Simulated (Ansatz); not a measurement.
Ge$_{2}$Pt in space group Pnnm (No. 58; Ge on 4g, Pt on 2a), PBEsol in the plane-wave PAW code Ansatz, all energies at zero smearing, with the estimated change up to a 700 eV cutoff added, with one set of potentials and settings (totals compare only within such a set). Cell of 6 atoms (4 Ge, 2 Pt): -41783.928 eV.

```
element             reference phase  E (eV/atom)
-------  --------------------------  -----------
Ge       Fd-3m, 2 atoms in the cell   -4253.4978
Pt       Fm-3m, 1 atoms in the cell  -12383.8180
```

Formation energy per atom, worked out: (-41783.928 − 4×(-4253.4978) − 2×(-12383.8180))/6 = -0.383 eV/atom (-37 kJ per mol of atoms), at 0 K, without zero-point energy or fitted corrections.

The workflow started from a Materials Project entry (that database holds measured and hypothetical structures alike); the Crystallography Open Database files this formula in space group No. 58, but the cells were not matched. Its standing as an ambient phase is unchecked. The PBEsol relaxation kept the symmetry of its start; of distortions, only those at the zone centre were tested. The run is not spin-polarised. The references are the lowest solids computed at this level, not always the standard phases. Scalar-relativistic: spin–orbit coupling is off unless named, which matters more the heavier the elements.

Potentials: the later of the program's two PAW sets.
